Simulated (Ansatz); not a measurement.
Ba₂MgC₆N₆O₆ — Mg-25 NMR of the central transition

Cell: a refined structure from the COD, its atoms then relaxed with PBE in this cell.

```cif
data_Ba2MgC6N6O6
_symmetry_space_group_name_H-M 'R-3:H'
_symmetry_Int_Tables_number 148
_cell_length_a 6.9794
_cell_length_b 6.9794
_cell_length_c 16.9761
_cell_angle_alpha 90.000
_cell_angle_beta 90.000
_cell_angle_gamma 120.000
loop_
_atom_site_label
_atom_site_type_symbol
_atom_site_symmetry_multiplicity
_atom_site_Wyckoff_symbol
_atom_site_fract_x
_atom_site_fract_y
_atom_site_fract_z
Ba Ba 6 c 0.0000 0.0000 0.7843
Mg Mg 3 a 0.0000 0.0000 0.0000
C C 18 f 0.8449 0.0576 0.4106
N N 18 f 0.7802 0.8390 0.4103
O O 18 f 0.6899 0.1087 0.4117
```

One atom of each set is listed; the run and its k-mesh use a cell of 21 atoms with edges of 6.95, 6.95, 6.95 Å.

Level of theory: DFT, PBE, plane waves and PAW, scalar-relativistic, 420 eV cutoff, Γ-centred 4×4×4 k-points, Fermi–Dirac smearing 0.02 eV (Ansatz 0.2.0).

Mg-25 has I = 5/2 and Q = 199.4 mb (Pyykkö 2018); at 18.8 T its Larmor frequency is ν₀ = 49.0 MHz. Only the quadrupole interaction is simulated: positions count from each site's isotropic chemical shift, and J coupling is left out, as are shift anisotropy and dipolar coupling, which fast spinning averages.

Question: Simulate the second-order pattern (fast magic-angle spinning, Gaussian broadening 0.1 kHz) of site Mg (6 O at 2.12 Å).

Answer: The calculation gives C_Q = -2.83 MHz and η = 0.00, so ν_Q = 0.425 MHz and the centre of gravity lies at -20.0 ppm (-0.980 kHz).

| offset (kHz) | height |
| --- | --- |
| -2.536 | 0 |
| -2.436 | 4 |
| -2.335 | 6 |
| -2.235 | 6 |
| -2.135 | 6 |
| -2.035 | 6 |
| -1.935 | 7 |
| -1.835 | 7 |
| -1.735 | 7 |
| -1.635 | 12 |
| -1.535 | 73 |
| -1.435 | 75 |
| -1.335 | 53 |
| -1.235 | 47 |
| -1.135 | 44 |
| -1.035 | 43 |
| -0.935 | 43 |
| -0.835 | 44 |
| -0.735 | 47 |
| -0.635 | 53 |
| -0.535 | 65 |
| -0.435 | 100 |
| -0.335 | 80 |
| -0.235 | 4 |

An axis of threefold or higher order runs through Mg, so V_zz lies along it and η is zero.
